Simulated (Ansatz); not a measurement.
This cell of TiC (rock salt) is off equilibrium:

```
TiC
1.0
    0.00000     2.12229     2.12229
    2.12229     0.00000     2.12229
    2.12229     2.12229     0.00000
C Ti
1 1
Cartesian
  0.00000   0.00000   0.00000
  2.12229   2.12229   2.12229
```

Computed with PBE (plane waves to 420 eV, PAW, scalar-relativistic; Ansatz, a program for electronic structure). k mesh 18×18×18 (Γ-centred), Fermi-Dirac smearing 0.05 eV. The energy includes the smearing's −TS. Stress and pressure are positive under compression. TiC is run without spin polarisation. TiC was relaxed with its symmetry unable to fall.

Task: Give the stress tensor in GPa and the pressure.

Result: 
```
   17.5      0.0      0.0
    0.0     17.5      0.0
    0.0      0.0     17.5
```
The pressure, a third of the trace, is 17.5 GPa.

Task: It is the relaxed cell scaled evenly to V/V₀ = 0.940, atoms relaxed where free. What is its energy relative to the relaxed cell?

Result: 32 meV/atom.

(A scan under strain: stresses follow from slopes of the energy per volume, elastic moduli from its curvatures.)
